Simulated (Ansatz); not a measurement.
All numbers below come from Ansatz, DFT PBE, scalar-relativistic, plane waves, PAW. Plane waves to 420 eV, a 12×12×4 mesh through Γ for the 6-atom cell and 0.10 eV Gaussian smearing; no spin polarisation.

Energies over the elements count from the elements' standard structures at the same level, with no fitted energy shifts.

Task: Find a candidate tetragonal metal made of Al, Ge and Ru, with a formation energy near −0.10 eV/atom and a density near 5.61 g/cm³, in a cell of 6 atoms.

Result: Al3Ge2Ru, space group P4/mmm (No. 123). Al on a site of symmetry 4mm is surrounded by 4 Ru at 2.60 Å, 1 Al at 2.74 Å, 4 Ge at 2.82 Å, 4 Al at 3.12 Å and 1 Al at 3.60 Å; around Al on a site of symmetry 4/mmm lie 8 Ge at 2.88 Å, 4 Al at 3.12 Å and 2 Al at 3.60 Å; Ge has 8 Al at 2.82–2.88 Å, 1 Ru at 3.12 Å, 4 Ge at 3.12 Å and 1 Ge at 3.70 Å; Ru is surrounded by 8 Al at 2.60 Å, 2 Ge at 3.12 Å and 4 Ru at 3.12 Å.

```
Al Ge Ru
1.0
     3.12272    0.00000    0.00000
     0.00000    3.12272    0.00000
     0.00000    0.00000    9.93739
Al Ge Ru
3 2 1
Direct
  0.50000 0.50000 0.13777
  0.50000 0.50000 0.50000
  0.50000 0.50000 0.86223
  0.00000 0.00000 0.31380
  0.00000 0.00000 0.68620
  0.00000 0.00000 0.00000
```

- Volume per atom: 16.15 Å³
- Density: 5.61 g/cm³
- Formation energy: −0.10 eV/atom
- Gap on the 12×12×4 mesh of the 6-atom cell: 0 eV (a metal)

The structure comes from a generated guess, relaxed at this level; another structure or a mixture of phases may lie lower. The answer needn't be unique; the calculation gave this one.

A structure relaxed within its symmetry needn't be a true minimum. Another cell of Al3Ge2Ru relaxed alike, in P4mm, lies 32 meV/atom lower, so this cell isn't the stable form at this level.
